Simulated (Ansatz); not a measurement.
# PtSe₂: relax at fixed volume, RPBE + D4 (computed with Ansatz 0.2.0, plane waves, PAW)

Launched as:

```bash
ansatz run input.yaml --threads 4 --pin off --max-ram 8192MiB --backend cpu --events-out ev --progress --plain --runs-dir out
```

The input:

```yaml
crystal:
  lattice:
    - [3.7145503645, 1.0e-10, 0.0]
    - [-1.8572751823, 3.2168949792, 0.0]
    - [0.0, 0.0, 4.733504317]
  atoms:
    - { symbol: Pt, position: [0.0, 0.0, 0.0] }
    - { symbol: Se, position: [0.3333333333, 0.6666666667, 0.2676196741] }
    - { symbol: Se, position: [0.6666666667, 0.3333333333, 0.7323803259] }
basis:
  ecutwfc: 420
  ecutrho_ratio: 4
kpoints:
  mp_grid: { grid: [8, 8, 6] }
hamiltonian:
  xc: rpbe
  dispersion: d4
scf:
  occupations: { method: gaussian, width: 0.05 }
output:
  forces: true
  stress: true
  eigenvalues: true
relax:
  f_tol: 0.04
  max_steps: 40
  cell: { stress_tol: 0.4, fix: [volume] }
```

What does this run give?

gap on the mesh zero (metallic on this mesh); pressure 1.0 GPa; dispersion energy -3.229 eV a cell; final cell a = 3.755 Å, b = 3.755 Å, c = 4.632 Å, α = 90.00°, β = 90.00°, γ = 120.00°; this cell is a step in a search for zero pressure at this level, not its equilibrium.

Output (shortened):

```
Engine: ansatz 0.2.0, aarch64-unknown-linux-gnu
Crystal: 3 atoms, lattice volume = 56.562 Å³
Basis set: ecut = 420 eV, 1107 PW (Γ), exchange–correlation on 50×50×64 points (8 copies of the dense FFT grid, shifted against one another)
Bands: 30, of which v1, the nominal top of the filled ones, is band 25 counted from 1 (24 counted from 0)
Symmetry: 12 space group operations
Space group: P-3m1 (ITA 164), of the structure as read, at distance tolerance 3.8e-5 Å
k-points: 50 of 384
Initial wavefunctions: pseudopotential atomic-orbital guess
Functional: x = rpbe, c = pbe(β = 0.06672455060314922)
[…]
Harris-Foulkes:  -23491.042384 eV  (|F-HF|=1.09e-11)
Internal energy: -23491.041682 eV  (E = F + TS)
E sigma→0 (E₀):  -23491.042033 eV
Entropy (-TS):   -0.000702 eV (-0.234 meV/atom)
Fermi energy:    14.695057 eV
--- Forces (eV/Å), atoms counted from 1 ---
  atom   1  Pt     0.00000000     0.00000000     0.00000000
  atom   2  Se    -0.00000000     0.00000000    -0.01088799
  atom   3  Se     0.00000000     0.00000000     0.01088799
--- Stress (GPa, compression-positive) ---
        0.936048      -0.000000       0.000000
       -0.000000       0.936048       0.000000
        0.000000       0.000000       1.046597
  P = ⅓ Tr σ = 0.9729 GPa (9.729 kbar)
--- Relaxed structure (3 steps of the walk, 3 accepted, 1 SCFs on fresh bases) ---
  F+E_penalty+E_count = -23491.04238367 eV   max|allowed force component| = 1.089e-2 eV/Å   (the final SCF, on the basis selected at the relaxed cell)
  cell:  # Å, volume = 56.5622 Å³
    - [3.7549612167041997, 7.972560536480301e-11, -1.2424535868513034e-34]
    - [-1.877480608421144, 3.2518918038512985, -3.2734660630922896e-33]
    - [-1.5832762612153898e-34, -4.908156409767708e-33, 4.632168708321447]
  atoms:
    - { symbol: Pt, position: [2.5510517543638644e-35, 7.982562716762684e-35, 8.236092143148846e-84] }
    - { symbol: Se, position: [0.33333333333333326, 0.6666666666666666, 0.2752740576800488] }
    - { symbol: Se, position: [0.6666666666666666, 0.3333333333333333, 0.7247259423199512] }
```

Time: 5.8 s on 4 threads of Arm Neoverse V1, on a shared host, peak memory 0.42 GiB.

Caveats: spin–orbit coupling is left out; the cell typed comes from this study's own search for zero pressure.
